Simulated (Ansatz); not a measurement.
## Ca2CuO3 (Immm): electronic heat capacity and spin susceptibility from the density of states

These are results of DFT PBEsol, scalar-relativistic, plane waves, PAW in Ansatz 0.2.0, not measurements.

Cutoff 420 eV; k points 14×14×14 on the computed 6-atom cell (Γ-centred); Gaussian smearing, width 0.10 eV; no spin polarisation.

Relaxed cell: Immm, a = 3.233 Å, b = 3.778 Å, c = 11.995 Å, α = 90.00°, β = 90.00°, γ = 90.00°, 6 atoms in the primitive cell. Whether it is the stable form of this composition wasn't checked.

The density of states at the Fermi level is 0.689 states/eV in the cell of 6 atoms (1 formula unit; both spins, tetrahedra on a 21×21×21 mesh).

Task: What Sommerfeld coefficient and Pauli susceptibility does this give?

Result: Per formula unit N(E_F) = 0.689 states/eV. γ = (π²/3) k_B² N(E_F) N_A = 2.357 mJ/(mol K²) per state/eV, so γ = 1.6 mJ/(mol K²), a mole of formula units. χ_P = μ_B² N(E_F) N_A = 3.23×10⁻⁵ emu/mol per state/eV gives 2.2×10⁻⁵ emu/mol. This is the bare band result: a measured γ of the same phase is as a rule larger by a factor 1 + λ from phonons and spin fluctuations, the spin part of χ is larger by the Stoner factor, and a measured χ also holds orbital and core terms. N(E_F) at one energy is sensitive to the mesh where the density of states has sharp peaks.

Spin polarisation was left out, and a magnetic state may lie lower.

A ferromagnetic start lost its moments in a first run, so spin was left out; other magnetic orders weren't tried.

Cost: 1 run of about 2.6 core-minutes, on Intel Xeon 6975P-C (Granite Rapids) (shared hosts).